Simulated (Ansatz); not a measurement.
BP, first-principles data

BP:
Space group P6₃/mmc (No. 194); a = 3.2001 Å, b = 3.2001 Å, c = 7.5914 Å, α = 90.00°, β = 90.00°, γ = 120.00°

```
atom  site  symmetry       x       y       z
----  ----  --------  ------  ------  ------
B       2c      -6m2  0.3333  0.6667  0.2500
P       2d      -6m2  0.6667  0.3333  0.2500
```

Space group P6_3/mmc (No. 194); conventional cell a = b = 3.2001 Å, c = 7.5914 Å, α = β = 90.00°, γ = 120.00°.

Method: plane-wave PAW PBE+D3(BJ) (Ansatz code). Geometry: relaxed at this level of theory. Other levels are named where they apply.

### Cell and energy

* **Volume per atom**: 16.83 Å³
* **Density**: 2.06 g/cm³
* **Formation energy from the elements (no fitted shifts)**: 0.040 eV/atom

### Electronic structure

- Band gap = 0.55 eV (indirect)
- Valence-band maximum = on the K–Γ line, 14 % of the way from K
- Conduction-band minimum = at M (3 equivalent valleys)
- Smallest direct gap on the standard path = 0.78 eV
- Electron effective mass = 0.21, 1.5, 3.9 mₑ (principal values)
- Hole effective mass = 0.12, 1.6, 1.7 mₑ (principal values)

### Mechanics

- Bulk modulus (Birch–Murnaghan fit) = 15.1 GPa
- Pressure derivative B′ = 5.1

The start of the workflow was typed in or built on a structure type; neither database checked (COD, Materials Project) lists it. It is not the phase usual at ambient conditions (space group No. 216). The cell was relaxed with PBE+D3(BJ) under the symmetry of its start; its stability against distortions is not shown here. The references are the lowest solids computed at this level, not always the standard phases.

Potentials: the earlier of the program's two PAW sets.
